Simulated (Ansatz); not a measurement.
The start is a generated cell, Te2Mo built in the cotunnite structure type. The cell and all atomic positions are relaxed at zero pressure with PBE (plane waves to 420 eV, PAW, scalar-relativistic; Ansatz, a first-principles code). The first steps use a coarse 3×4×2 k-mesh.

The start:
```
CELL_PARAMETERS angstrom
      7.95785     0.00000     0.00000
      0.00000     4.73498     0.00000
      0.00000     0.00000     9.44574
ATOMIC_POSITIONS crystal
  Mo 0.73770 0.25000 0.59590
  Mo 0.23770 0.25000 0.90410
  Mo 0.26230 0.75000 0.40410
  Mo 0.76230 0.75000 0.09590
  Te 0.62500 0.25000 0.92170
  Te 0.12500 0.25000 0.57830
  Te 0.37500 0.75000 0.07830
  Te 0.87500 0.75000 0.42170
  Te 0.52020 0.25000 0.33700
  Te 0.02020 0.25000 0.16300
  Te 0.47980 0.75000 0.66300
  Te 0.97980 0.75000 0.83700
```

Q: What pressure does the first self-consistent step give?

A: -13 GPa (negative: the cell is under tension).

Q: How does the volume per atom move from start to end?

A: -21.1 %, from 29.66 to 23.40 Å³/atom.

Q: What does it relax into? Give the structure.

A: 
```cif
data_Mo4Te8
_chemical_formula_sum 'Mo4 Te8'
_space_group_name_H-M_alt 'Pnma'
_space_group_IT_number 62
_space_group_name_Hall '-P 2ac 2n'
_cell_length_a 7.73711
_cell_length_b 3.69131
_cell_length_c 9.83044
_cell_angle_alpha 90.000
_cell_angle_beta 90.000
_cell_angle_gamma 90.000
loop_
_atom_site_label
_atom_site_type_symbol
_atom_site_symmetry_multiplicity
_atom_site_Wyckoff_symbol
_atom_site_fract_x
_atom_site_fract_y
_atom_site_fract_z
_atom_site_occupancy
Mo1 Mo 4 c 0.25094 0.25000 0.08541 1
Te1 Te 4 c 0.12552 0.25000 0.39497 1
Te2 Te 4 c 0.00805 0.25000 0.86557 1
```

The space group stays Pnma (No. 62) (the run could not lower it), with 12 atoms in the primitive cell. Final values are on a 5×10×4 k-mesh of the relaxed cell. No spin polarisation in the result.

The run could not lose the symmetry of its start, so the end can be a saddle point.

The relaxed structure here is a generated cell of Te2Mo: the first start was made by placing the elements on the sites of a structure type, and the end was not matched to a known phase here, so it may be hypothetical. Known forms of Te2Mo include space group No. 194.
